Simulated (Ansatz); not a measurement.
## Lattice vibrations of SnPb2S3 at Γ

Theory: Ansatz 0.2.0, DFT PBE, scalar-relativistic, plane waves, PAW. Cutoff 420 eV, 12×12×12 k-points (Γ-centred), Gaussian smearing of 0.01 eV. No spin polarisation. Phonons by linear response, acoustic sum rule imposed.

The cell, relaxed at this level:
```yaml
crystal:
  lattice:
    - [-2.10742, 2.10742, 8.93881]
    - [2.10742, -2.10742, 8.93881]
    - [2.10742, 2.10742, -8.93881]
  atoms:
    - { symbol: Sn, position: [0.00000, 0.00000, 0.00000] }
    - { symbol: Pb, position: [0.66586, 0.66586, 0.00000] }
    - { symbol: Pb, position: [0.33414, 0.33414, 0.00000] }
    - { symbol: S, position: [0.83661, 0.83661, 0.00000] }
    - { symbol: S, position: [0.50000, 0.50000, 0.00000] }
    - { symbol: S, position: [0.16339, 0.16339, 0.00000] }
```

The structure comes from a generated guess, relaxed at this level; another structure or a mixture of phases may lie lower. Spin–orbit coupling is left out, which matters for heavy elements.

Optical modes at Γ; i marks an imaginary frequency:
```
frequency (meV)  degeneracy
           9.8i           2
           4.8i           1
            4.6           2
            5.5           2
            8.8           1
           10.5           2
           10.6           1
           12.0           2
           20.9           1
           23.5           1
```

3 of the 15 optical modes are unstable, so the structure is a saddle point of the energy and would distort without enlarging its cell.
